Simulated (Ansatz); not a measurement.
# ZrB: energy along a strain

ZrB, Fm-3m, a = 4.650 Å (as given, not relaxed at this level: 29.4 GPa). The structure is a COD entry; whether it is the stable form wasn't checked. Ansatz: PBEsol, PAW, 420 eV, Γ-centred 18×18×18 mesh on 2 atoms, Gaussian smearing 0.15 eV; no spin polarisation. Cell vectors (Å): 0.000 2.325 2.325; 2.325 0.000 2.325; 2.325 2.325 0.000. The cell is strained by x per cent times the pattern (0 0 0 1 0 0) in the order xx yy zz yz xz xy (engineering shears), with fractional coordinates held. y is the free energy over the start, V0 = 12.568 Å³/atom. Symmetry makes y even in x. Points with a strain past 8.5 % were computed too (2) and aren't used here.

```tsv
x (%)	y (meV/atom)
-5.00	7.16
0.00	0.00
1.25	0.44
2.50	1.76
3.75	4.01
6.25	11.17
7.50	?
```

Question: Fit y = c2 x² + c4 x⁴ to the other rows, get the stiffness along the pattern, and predict the missing energy.

Answer: Least squares on the rows shown. y = 0.28500 x² + 2.8443×10⁻⁵ x⁴. The clamped-ion stiffness p·C·p = 2 × 2.850 eV × 160.2 / 12.568 Å³ = 73 GPa, which is C44 in these axes (second derivative at the start, which stands under stress). At x = 7.50 the fit asked for gives 16.12 meV/atom. The run gave 15.99 meV/atom, so the fit is 0.13 meV/atom too high, a small miss on the scale of the series.